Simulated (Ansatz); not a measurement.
Consider the following.

Al (fcc, Cu type)

```yaml
crystal:
  lattice:
    - [0.00000, 4.04047, 4.04047]
    - [2.02024, 0.00000, 2.02024]
    - [2.02024, 2.02024, 0.00000]
  atoms:
    - { symbol: Al, position: [0.00000, 0.00000, 0.00000] }
    - { symbol: Al, position: [0.50000, 0.00000, 0.00000] }
```

The atoms are displaced by Q × the pattern below (from a DFPT mode at L = (0.5, 0.0, 0.0), largest move 1; Q in Å), at fixed cell. (q is in reciprocal vectors of the primitive cell; the cell shown is doubled to hold the pattern.)

```json
[
 {"atom": "Al1", "x": "0.577", "y": "-0.577", "z": "-0.577"},
 {"atom": "Al2", "x": "-0.577", "y": "0.577", "z": "0.577"}
]
```

Computed with PBE (plane waves to 420 eV, PAW, scalar-relativistic; Ansatz, an electronic-structure program). k mesh 10×20×20 (Γ-centred), Fermi-Dirac smearing 0.05 eV. The energy includes the smearing's −TS. With partly filled bands, energies and forces of such displacements shift with the k mesh and the smearing. Al was relaxed with its symmetry unable to fall. ΔE is measured from the undisplaced structure.

The scan covers Q from -0.100 to 0.100 Å in 13 points.

Which space group does the distorted structure have?

R-3m (No. 166), lowered from Fm-3m.

What is the energy change at Q = 0.100 Å?

103 meV/cell.

What harmonic wavenumber does the curvature at Q = 0 give?

321 cm⁻¹.

(A displaced cell: forces are minus the slopes of the energy, force constants its curvatures, and phonons follow from these.)
